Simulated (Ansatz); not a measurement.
The guess for LuF₄ was made by a generator: random cell by space group and Wyckoff sites (R3m, No. 160). The dimensions are guesses.

```cif
data_structure
_symmetry_space_group_name_H-M 'P 1'
_symmetry_Int_Tables_number 1
_cell_length_a 4.3112
_cell_length_b 4.3112
_cell_length_c 4.3112
_cell_angle_alpha 86.192
_cell_angle_beta 86.192
_cell_angle_gamma 86.192
_cell_volume 79.62
loop_
_atom_site_label
_atom_site_type_symbol
_atom_site_fract_x
_atom_site_fract_y
_atom_site_fract_z
_atom_site_occupancy
Lu1 Lu 0.20630 0.20630 0.20630 1
F1 F 0.96871 0.96871 0.96871 1
F2 F 0.30779 0.78540 0.30779 1
F3 F 0.30779 0.30779 0.78540 1
F4 F 0.78540 0.30779 0.30779 1
```

Theory: Ansatz, DFT PBE, scalar-relativistic, plane waves, PAW. Cutoff 420 eV, Gaussian smearing, Γ-centred meshes. Cell and atoms relax first on a coarse mesh and then on a finer one. In between, the cell is made exact in the group found at 0.06 Å. In metals the finer mesh still leaves noise of several meV/atom or more. The steps can't lower the symmetry of their start. No spin polarisation.

A guess keeps its type if space group and coordination stay and the shape of the cell changes little (axis ratios within about 15 %, angles within 6°); the volume may change.

Task: Does this structure survive the relaxation?

Result: It doesn't keep its type. The symmetry stays R3m (No. 160). The volume per atom shrinks by 4.2 %, from 15.9 to 15.3 Å³. The shortest distance goes from 1.87 Å (Lu–F) to 2.16 Å (Lu–F). The ratio c/a of the conventional cell changes by a factor of 0.71. Counting neighbours within 15 % of an atom's shortest distance, the start has F 1, Lu 4 and the end F 1/2, Lu 7. In detail, at the end around Lu lie 7 F at 2.16–2.19 Å; F on a site of symmetry 3m has 1 Lu at 2.16 Å and 3 F at 2.54 Å; F on a site of symmetry m has 2 Lu at 2.18–2.19 Å and 1 F at 2.54 Å.

```yaml
crystal:
  lattice:
    - [3.25176, 1.87741, 2.08236]
    - [-3.25176, 1.87741, 2.08236]
    - [0.00000, -3.75481, 2.08236]
  atoms:
    - { symbol: Lu, position: [0.25008, 0.25008, 0.25008] }
    - { symbol: F, position: [0.90431, 0.90431, 0.90431] }
    - { symbol: F, position: [0.32448, 0.77266, 0.32448] }
    - { symbol: F, position: [0.32448, 0.32448, 0.77266] }
    - { symbol: F, position: [0.77266, 0.32448, 0.32448] }
```

The last run used a 12×12×12 mesh for its 5-atom cell and Gaussian smearing of 0.10 eV. An odd number of electrons in the primitive cell allows no gap without spin; a larger cell or a magnetic state could open one. The cell is a metal run without spin; a magnetic state may lie lower. A structure relaxed within its symmetry needn't be a true minimum.

In counts of neighbours, a slash parts the counts of unlike sites.
